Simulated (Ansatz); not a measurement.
This run works on a proposed trial structure, not on a known crystal.

Input and command of a plane-wave DFT calculation in Ansatz:

```yaml
crystal:
  lattice:
    - [3.2516836685, 0.0, 0.0]
    - [-1.6258418343, 2.816040662, 0.0]
    - [0.0, 0.0, 9.5227698429]
  atoms:
    - { symbol: Zn, position: [0.0, 0.0, 0.2164712111] }
    - { symbol: Zn, position: [0.3333333333, 0.6666666667, 0.9273042393] }
    - { symbol: Zn, position: [0.6666666667, 0.3333333333, 0.7120795344] }
    - { symbol: Sn, position: [0.3333333333, 0.6666666667, 0.4508969897] }
    - { symbol: O, position: [0.0, 0.0, 0.0132480255] }
basis:
  ecutwfc: 500
kpoints:
  mp_grid: { grid: [12, 12, 4] }
hamiltonian:
  xc: r2scan
scf:
  occupations: { method: gaussian, width: 0.1 }
output:
  forces: true
  stress: true
  eigenvalues: true
```

```bash
ansatz run input.yaml --threads 1 --pin off --max-ram 2560MiB --backend cpu --events-out ev --progress --plain --runs-dir out
```

Processor: Arm Neoverse V2, 1 thread, on a host shared with other jobs.

Q: How long does it run, and how much memory does it take?

A: About 67 s, peak memory 0.57 GiB. It solves 34 bands at 69 k points (after reduction by symmetry) with about 2177 plane waves, in 13 SCF iterations.
